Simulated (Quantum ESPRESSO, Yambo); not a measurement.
For Sr$_{2}$MgWO$_{6}$ (space group I4/m, No. 87), Yambo gives the independent-particle static dielectric constant along x as 5.12 on PBEsol bands and 4.23 after a scissor of 1.97 eV widens every gap (4×4×4 mesh, 112 bands, 3 Ry local-field block, 0.2 eV broadening). Axes are Cartesian, with cell vectors (Å) (-2.79, 2.79, 3.99), (2.79, -2.79, 3.99), (2.79, 2.79, -3.99).

Problem. A scissor keeps the position matrix elements. In a one-oscillator model, how does ε − 1 scale, and what mean transition energy do the two values imply?

Solution. Each transition adds |r|²/E to ε − 1, so ε − 1 ∝ 1/(E0 + Δ). Then (4.23 − 1)/(5.12 − 1) = E0/(E0 + Δ) = 0.784, and E0 = Δ(ε' − 1)/(ε − ε') = 7.1 eV. The computed Im ε, weighted by 1/E up to 20 eV, has its mean at 7.7 eV; the smallest direct PBEsol gap is 3.04 eV. The scissor comes from a G0W0 run whose convergence isn't established. Convergence of the RPA response with its 4×4×4 mesh was not tested.

Bands from Quantum ESPRESSO.

Spin-orbit coupling is not included.

Geometry of the Materials Project entry, not relaxed at this level; primitive cell a = 5.610 Å, b = 5.610 Å, c = 5.610 Å, α = 120.38°, β = 120.38°, γ = 89.34°.

The structure is a Materials Project entry; no match was found in the copy of COD used, and its stability was not checked.
